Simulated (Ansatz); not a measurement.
MgH2 (rutile, P4_2/mnm) under volume change, the program Ansatz at the PBE level (PAW), shape and atoms relaxed at each volume.

| V (Å³/atom) | E − E(relaxed) (meV/atom) | P (GPa) |
|---|---|---|
| 9.324 | (withheld) | (withheld) |
| 9.632 | 6.1 | 3.34 |
| 9.939 | 1.5 | 1.56 |
| 10.247 | 0.0 | 0.00 |
| 10.554 | (withheld) | (withheld) |
| 10.861 | 5.1 | -2.54 |
| 11.169 | 11.0 | -3.57 |

Q: What belongs in the gaps?

A: 
- 10.554, E − E(relaxed) (meV/atom): 1.3
- 10.554, P (GPa): -1.36
- 9.324, E − E(relaxed) (meV/atom): 14.5
- 9.324, P (GPa): 5.40

Q: What does a third-order Birch–Murnaghan fit give for V₀, B₀ and B′?

A: V₀ = 10.25 Å³/atom, B₀ = 48.4 GPa, B′ = 3.6.

The cell was relaxed with PBE under the symmetry of its start; phonons on a q-mesh show no instability.

Potentials: the later of the program's two PAW sets.
